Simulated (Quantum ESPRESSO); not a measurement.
# Ga6GeMgAs8: input and log of a self-consistent run

A calculation, not a measurement. The program is pw.x of Quantum ESPRESSO 7.5 (plane-wave density functional theory). The cell is made up: 16 atoms on a doubled zincblende/diamond lattice, with randomly drawn elements, strain and displacements, not relaxed. PseudoDojo standard norm-conserving files (v0.5 for PBE, v0.4.1 for LDA and PBEsol) set the functional; there is no spin polarisation, spin-orbit coupling or dispersion term, and the masses in the input are unused placeholders.

Input:

```
&control calculation='scf', pseudo_dir='./dojo.nc.sr.pbe.v0_5.standard.upf', outdir='./o', disk_io='low', tprnfor=.true., tstress=.true. /
&system ibrav=0, nat=16, ntyp=4, nbnd=117, ecutwfc=105.61755193, nosym=.true., tot_charge=0,
 occupations='smearing', smearing='fd', degauss=0.0018374661
/
&electrons conv_thr=7.350e-09, electron_maxstep=60, /
ATOMIC_SPECIES
As 1.0 As.upf
Ga 1.0 Ga.upf
Ge 1.0 Ge.upf
Mg 1.0 Mg.upf
CELL_PARAMETERS angstrom
5.4799 -0.0188 -0.0585
-0.0188 5.5483 -0.0296
-0.1171 -0.0593 11.3728
ATOMIC_POSITIONS angstrom
Ga 0.0174 -0.0504 0.0673
Ga -0.1155 2.7492 2.8682
Ga 2.6696 -0.0213 2.8619
Ga 2.7459 2.7174 -0.1076
Ga -0.0459 -0.0444 5.6726
Ga -0.0434 2.7524 8.4869
Ge 2.6855 -0.0807 8.5526
Mg 2.6578 2.7359 5.5351
As 1.3496 1.3999 1.4292
As 1.3069 4.095 4.1639
As 4.108 1.2967 4.2481
As 4.0393 4.1528 1.3231
As 1.2957 1.2906 7.1112
As 1.2097 4.0332 9.9787
As 3.9973 1.2324 9.9324
As 4.0225 4.0993 7.0296
K_POINTS automatic
6 6 4 1 1 1
```

The log is shortened where brackets say so; the opening notice, blank lines, dates and the lines on written files are dropped, and the path of the files is cut. It prints rydbergs, bohrs and kilobars, and counts compression as positive stress. With no partly filled state, the Fermi energy that it prints is only some level between the filled and the empty states on the mesh, and need not lie in the true gap.

```
     Program PWSCF v.7.5
     Parallel version (MPI & OpenMP), running on       4 processor cores
     Number of MPI processes:                 4
     Threads/MPI process:                     1
     [start-up lines left out]
     bravais-lattice index     =            0
     lattice parameter (alat)  =      10.3562  a.u.
     unit-cell volume          =    2333.0902 (a.u.)^3
     number of atoms/cell      =           16
     number of atomic types    =            4
     number of electrons       =       222.00
     number of Kohn-Sham states=          117
     kinetic-energy cutoff     =     105.6176  Ry
     charge density cutoff     =     422.4702  Ry
     scf convergence threshold =      7.3E-09
     mixing beta               =       0.7000
     number of iterations used =            8  plain     mixing
     Exchange-correlation= PBE
                           (   1   4   3   4   0   0   0)
     [axes and pseudopotential details left out]
   Cartesian axes
     site n.     atom                  positions (alat units)
         1        Ga     tau(   1) = (   0.0031750  -0.0091967   0.0122805  )
         2        Ga     tau(   2) = (  -0.0210757   0.5016565   0.5233708  )
         3        Ga     tau(   3) = (   0.4871316  -0.0038867   0.5222212  )
         4        Ga     tau(   4) = (   0.5010543   0.4958538  -0.0196342  )
         5        Ga     tau(   5) = (  -0.0083755  -0.0081018   1.0350998  )
         6        Ga     tau(   6) = (  -0.0079194   0.5022404   1.5486353  )
         7        Ge     tau(   7) = (   0.4900329  -0.0147256   1.5606238  )
         8        Mg     tau(   8) = (   0.4849784   0.4992296   1.0100097  )
         9        As     tau(   9) = (   0.2462664   0.2554448   0.2607913  )
        10        As     tau(  10) = (   0.2384748   0.7472294   0.7598019  )
        11        As     tau(  11) = (   0.7496016   0.2366135   0.7751661  )
        12        As     tau(  12) = (   0.7370657   0.7577764   0.2414308  )
        13        As     tau(  13) = (   0.2364311   0.2355004   1.2976063  )
        14        As     tau(  14) = (   0.2207383   0.7359526   1.8208494  )
        15        As     tau(  15) = (   0.7294018   0.2248805   1.8124009  )
        16        As     tau(  16) = (   0.7340001   0.7480141   1.2827165  )
     number of k points=    72  Fermi-Dirac smearing, width (Ry)=  0.0018
                       cart. coord. in units 2pi/alat
        k(    1) = (   0.0842800   0.0829250   0.0615343), wk =   0.0277778
        k(    2) = (   0.0855684   0.0835722   0.1820192), wk =   0.0277778
     [further k points left out]
     Dense  grid:   342069 G-vectors     FFT dimensions: (  72,  72, 144)
     Estimated max dynamical RAM per process >       2.12 GB
     Estimated total dynamical RAM >       8.24 GB
     Initial potential from superposition of free atoms
     starting charge     221.9804, renormalised to     222.0000
     Starting wfcs are  140 randomized atomic wfcs
     total cpu time spent up to now is       84.1 secs
     per-process dynamical memory:  1836.5 Mb
     Self-consistent Calculation
     iteration #  1     ecut=   105.62 Ry     beta= 0.70
     Davidson diagonalization with overlap
     ethr =  1.00E-02,  avg # of iterations =  3.8
     Threshold (ethr) on eigenvalues was too large:
     Diagonalizing with lowered threshold
     Davidson diagonalization with overlap
     ethr =  2.14E-04,  avg # of iterations =  5.3
     total cpu time spent up to now is      421.6 secs
     total energy              =   -2912.30487288 Ry
     estimated scf accuracy    <       0.48499133 Ry
     iteration #  2     ecut=   105.62 Ry     beta= 0.70
     Davidson diagonalization with overlap
     ethr =  2.18E-04,  avg # of iterations =  8.1
     total cpu time spent up to now is      625.1 secs
     total energy              =   -2912.09851424 Ry
     estimated scf accuracy    <       1.16055829 Ry
     iteration #  3     ecut=   105.62 Ry     beta= 0.70
     Davidson diagonalization with overlap
     ethr =  2.18E-04,  avg # of iterations =  8.6
     total cpu time spent up to now is      807.2 secs
     total energy              =   -2912.35984788 Ry
     estimated scf accuracy    <       0.65781047 Ry
     iteration #  4     ecut=   105.62 Ry     beta= 0.70
     Davidson diagonalization with overlap
     ethr =  2.18E-04,  avg # of iterations =  6.2
     total cpu time spent up to now is      969.8 secs
     total energy              =   -2912.42807005 Ry
     estimated scf accuracy    <       0.02623948 Ry
     iteration #  5     ecut=   105.62 Ry     beta= 0.70
     Davidson diagonalization with overlap
     ethr =  1.18E-05,  avg # of iterations =  9.9
     total cpu time spent up to now is     1180.9 secs
     total energy              =   -2912.43097238 Ry
     estimated scf accuracy    <       0.03319043 Ry
     [iterations 6 to 8 left out]
     iteration #  9     ecut=   105.62 Ry     beta= 0.70
     Davidson diagonalization with overlap
     ethr =  4.12E-09,  avg # of iterations =  4.1
     total cpu time spent up to now is     1882.1 secs
     total energy              =   -2912.43641117 Ry
     estimated scf accuracy    <       0.00000657 Ry
     iteration # 10     ecut=   105.62 Ry     beta= 0.70
     Davidson diagonalization with overlap
     ethr =  2.96E-09,  avg # of iterations =  2.0
     total cpu time spent up to now is     2018.2 secs
     total energy              =   -2912.43641161 Ry
     estimated scf accuracy    <       0.00000062 Ry
     iteration # 11     ecut=   105.62 Ry     beta= 0.70
     Davidson diagonalization with overlap
     ethr =  2.81E-10,  avg # of iterations =  4.8
     total cpu time spent up to now is     2231.0 secs
     total energy              =   -2912.43641179 Ry
     estimated scf accuracy    <       0.00000011 Ry
     iteration # 12     ecut=   105.62 Ry     beta= 0.70
     Davidson diagonalization with overlap
     ethr =  4.78E-11,  avg # of iterations =  2.0
     total cpu time spent up to now is     2361.0 secs
     total energy              =   -2912.43641180 Ry
     estimated scf accuracy    <       0.00000002 Ry
     iteration # 13     ecut=   105.62 Ry     beta= 0.70
     Davidson diagonalization with overlap
     ethr =  8.75E-12,  avg # of iterations =  4.2
     total cpu time spent up to now is     2515.1 secs
     End of self-consistent calculation
          k = 0.0843 0.0829 0.0615 ( 42746 PWs)   bands (ev):
   -65.5370 -32.3723 -32.3471 -32.3426 -26.4619 -26.4482 -26.4402 -26.4292
   -26.4085 -26.4058 -26.4026 -26.3855 -26.3311 -26.3292 -25.9727 -25.9708
   -25.9636 -25.9595 -25.9125 -25.9034 -25.8874 -25.8874 -25.8862 -25.8828
   -25.8794 -25.8769 -25.8747 -25.8678 -25.8564 -25.8554 -25.8354 -25.8328
   -25.8229 -25.8214 -25.5888 -25.5874 -25.5418 -25.5385 -25.5131 -25.5023
   -25.4936 -25.4718 -25.4658 -25.4577 -15.9334 -15.9097 -15.9048 -15.8894
   -15.8821  -5.8802  -5.8242  -5.7949  -5.7799  -5.7648  -5.7344  -5.7018
    -5.6971  -5.6867  -5.6841  -5.6787  -5.6733  -5.6647  -5.6099  -5.6002
    -5.5709  -5.5390  -5.5101  -5.4877  -5.4689  -5.4447  -5.4273  -5.4127
    -5.4044  -5.3967  -5.3866  -5.3834  -5.3768  -5.3330  -5.3198  -3.9421
    -2.9638  -2.4818  -1.6605  -1.1987  -1.1060  -0.9675  -0.7951   0.9527
     2.2832   2.3535   2.7140   3.7568   4.6858   5.0239   5.4163   5.5696
     5.9243   6.0302   6.2237   6.2651   6.3626   6.5355   6.6985   6.7754
     7.3176   7.4566   7.8496   7.9503   8.3811   9.0626   9.3061  10.1889
    10.5645  10.7042  10.8993  11.0504  11.2504
     [levels at the other k points left out]
     the Fermi energy is     9.6415 ev
!    total energy              =   -2912.43641181 Ry
     estimated scf accuracy    <          1.1E-09 Ry
     smearing contrib. (-TS)   =      -0.00000001 Ry
     internal energy E=F+TS    =   -2912.43641180 Ry
     The total energy is F=E-TS. E is the sum of the following terms:
     one-electron contribution =   -1549.23616618 Ry
     hartree contribution      =     912.11503440 Ry
     xc contribution           =    -691.75143978 Ry
     ewald contribution        =   -1583.56384023 Ry
     convergence has been achieved in  13 iterations
     Forces acting on atoms (cartesian axes, Ry/au):
     atom    1 type  2   force =     0.00163028    0.00759235    0.00645681
     atom    2 type  2   force =    -0.00335647   -0.00522119   -0.02502539
     atom    3 type  2   force =     0.00907048   -0.00228325   -0.01450064
     atom    4 type  2   force =    -0.00354664   -0.01074749    0.03366681
     atom    5 type  2   force =     0.01191602   -0.02677237   -0.00037565
     atom    6 type  2   force =    -0.03169614   -0.03176631   -0.00929846
     atom    7 type  3   force =    -0.03213387   -0.03069185   -0.02743631
     atom    8 type  4   force =    -0.00088861   -0.02344576    0.02851713
     atom    9 type  1   force =     0.00180824    0.01456933   -0.00886044
     atom   10 type  1   force =    -0.02778675    0.03441201    0.00283670
     atom   11 type  1   force =    -0.00141123    0.00176845   -0.02246246
     atom   12 type  1   force =    -0.00684383   -0.01615510    0.01601647
     atom   13 type  1   force =     0.01584435    0.00992581    0.01275085
     atom   14 type  1   force =     0.02372585    0.02870931   -0.01121126
     atom   15 type  1   force =     0.03947127    0.03994362   -0.00031180
     atom   16 type  1   force =     0.00419707    0.01016244    0.01923763
     Total force =     0.135566     Total SCF correction =     0.000185
     Computing stress (Cartesian axis) and pressure
          total   stress  (Ry/bohr**3)                   (kbar)     P=       88.61
   0.00065573   0.00001590   0.00017886           96.46        2.34       26.31
   0.00001590   0.00062715   0.00006551            2.34       92.26        9.64
   0.00017886   0.00006551   0.00052427           26.31        9.64       77.12
     init_run     :     80.03s CPU     84.03s WALL (       1 calls)
     electrons    :   2362.30s CPU   2431.12s WALL (       1 calls)
     forces       :     27.44s CPU     27.86s WALL (       1 calls)
     stress       :     87.10s CPU     89.72s WALL (       1 calls)
     [timing details left out]
     PWSCF        :  42m37.75s CPU  43m57.22s WALL
     JOB DONE.
```

In other units: free energy -39625.716 eV for the cell, pressure 8.86 GPa, largest force component 1.027 eV/Å. This run is the check on a run of the same cell at a cutoff of 1143 eV and k mesh 4 x 4 x 2: rerunning at a cutoff of 1437 eV and k mesh 6 x 6 x 4 moved values by no more than 0.033 eV in energy, 0.02 GPa in stress and 0.015 eV/Å in force.